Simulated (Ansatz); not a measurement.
Total density of states per atom from PBE in the plane-wave PAW code Ansatz, in 0.25 eV bins, energy from the Fermi level:

```
E (eV) | states/eV/atom
    -7.85 | #### 0.17
    -7.60 | #### 0.18
    -7.35 | ##### 0.21
    -7.10 | ##### 0.20
    -6.85 | #### 0.18
    -6.60 | ###### 0.26
    -6.35 | ###### 0.26
    -6.10 | ###### 0.26
    -5.85 | ###### 0.24
    -5.60 | ##### 0.20
    -5.35 | ##### 0.22
    -5.10 | ###### 0.25
    -4.85 | ####### 0.29
    -4.60 | ######## 0.33
    -4.35 | ####### 0.31
    -4.10 | ####### 0.29
    -3.85 | ####### 0.30
    -3.60 | ######## 0.34
    -3.35 | ######## 0.33
    -3.10 | ####### 0.31
    -2.85 | ########## 0.42
    -2.60 | ########## 0.44
    -2.35 | ########## 0.41
    -2.10 | ########### 0.48
    -1.85 | ############# 0.54
    -1.60 | ############### 0.62
    -1.35 | ############### 0.65
    -1.10 | ####################### 0.96
    -0.85 | ################# 0.72
    -0.60 | ############### 0.63
    -0.35 | ################ 0.69
    -0.10 | ########### 0.47
     0.15 | ######### 0.39
     0.40 | ######## 0.33
     0.65 | ####### 0.29
     0.90 | ### 0.14
     1.15 | ########### 0.46
     1.40 | #################### 0.85
     1.65 | ############################## 1.26
     1.90 | ############################ 1.19
     2.15 | ############## 0.61
     2.40 | ########### 0.45
     2.65 | ############## 0.59
     2.90 | ################ 0.66
     3.15 | ################ 0.67
     3.40 | ###################### 0.92
     3.65 | ################## 0.77
     3.90 | ################ 0.67
     4.15 | ############### 0.63
     4.40 | ############### 0.62
     4.65 | ############# 0.53
```

Task: Which compound is it?
A. GaAs, P4/nmm (Ga on 2c, As on 2a)
B. Cl, β-Sn type
C. ZnSe, zinc blende
D. TiAl3, I4/mmm (Ti on 2a, Al on 2b, Al on 4d)

Result: D, TiAl3, I4/mmm (Ti on 2a, Al on 2b, Al on 4d). Within 0.5 eV of the Fermi level: Ti 3d 67 %, Al 3p 26 %. Projections are on Löwdin-orthogonalised atomic valence shells; empty p or d shells of many metals are not among them.

Symmetry was held in the PBE relaxation. The run is not spin-polarised.

Potentials: the later of the program's two PAW sets.
